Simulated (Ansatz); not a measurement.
CuI:
```cif
data_Cu2I2
_chemical_formula_sum 'Cu2 I2'
_space_group_name_H-M_alt 'P-3m1'
_space_group_IT_number 164
_space_group_name_Hall '-P 3 2"'
_cell_length_a 4.10873
_cell_length_b 4.10873
_cell_length_c 7.26357
_cell_angle_alpha 90.000
_cell_angle_beta 90.000
_cell_angle_gamma 120.000
loop_
_atom_site_label
_atom_site_type_symbol
_atom_site_symmetry_multiplicity
_atom_site_Wyckoff_symbol
_atom_site_fract_x
_atom_site_fract_y
_atom_site_fract_z
_atom_site_occupancy
Cu1 Cu 2 d 0.33333 0.66667 0.40729 1
I1 I 2 d 0.66667 0.33333 0.23785 1
```

Relaxed with r²SCAN+D4. DFT-r²SCAN+D4 in the program Ansatz with PAW potentials gives a gap of 2.14 eV.

### Question
What gap does HSE06 give on the same cell (Ansatz, PAW)?

### Answer
2.95 eV, 0.81 eV more. The hybrid was solved on a coarser mesh and at special points; the gap given is the minimum over both.

Cost on shared cores: the r²SCAN+D4 run (SCF on a 8×8×4 mesh, then bands and DOS) roughly 100 core-seconds, the HSE06 run (SCF on 6×6×3, then a few points) roughly 2.5 core-minutes; the tasks are unlike.

The first step of the workflow began from a Materials Project structure, measured or hypothetical; the Crystallography Open Database copy checked does not list it. It is not the phase usual at ambient conditions (space group No. 216). The r²SCAN+D4 relaxation kept the symmetry of its start; its stability against distortions is not shown here. The run is not spin-polarised. Spin–orbit coupling is left out wherever it is not named.

Potentials: the later of the program's two PAW sets.
